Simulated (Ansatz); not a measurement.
SiRu:
```cif
data_Ru4Si4
_chemical_formula_sum 'Ru4 Si4'
_space_group_name_H-M_alt 'P213'
_space_group_IT_number 198
_space_group_name_Hall 'P 2ac 2ab 3'
_cell_length_a 4.70472
_cell_length_b 4.70472
_cell_length_c 4.70472
_cell_angle_alpha 90.000
_cell_angle_beta 90.000
_cell_angle_gamma 90.000
loop_
_atom_site_label
_atom_site_type_symbol
_atom_site_symmetry_multiplicity
_atom_site_Wyckoff_symbol
_atom_site_fract_x
_atom_site_fract_y
_atom_site_fract_z
_atom_site_occupancy
Ru1 Ru 4 a 0.12943 0.12943 0.12943 1
Si1 Si 4 a 0.83758 0.83758 0.83758 1
```

Relaxed with r²SCAN.

Q: Tabulate the valence density and the electron localisation function along the shortest Ru–Si contact (2.38 Å), r²SCAN in the plane-wave PAW code Ansatz.

A: 

| distance from Ru (Å) | density (e/Å³) | ELF |
|---|---|---|
| 0.24 | 9.53 | 0.42 |
| 0.36 | 8.62 | 0.61 |
| 0.48 | 7.05 | 0.70 |
| 0.59 | 5.06 | 0.71 |
| 0.71 | 3.17 | 0.65 |
| 0.83 | 1.78 | 0.53 |
| 0.95 | 1.04 | 0.43 |
| 1.07 | 0.73 | 0.40 |
| 1.19 | 0.60 | 0.48 |
| 1.31 | 0.55 | 0.60 |
| 1.43 | 0.53 | 0.69 |
| 1.55 | 0.51 | 0.70 |
| 1.66 | 0.47 | 0.63 |
| 1.78 | 0.38 | 0.48 |
| 1.90 | 0.27 | 0.31 |
| 2.02 | 0.17 | 0.23 |
| 2.14 | 0.09 | 0.30 |

The density is the valence pseudo-density with augmentation charge, so density and ELF within about 1 Å of a nucleus are not all-electron values.

Space group P2_13. The r²SCAN relaxation kept the symmetry of its start. The run is not spin-polarised.

Potentials: the later of the program's two PAW sets.
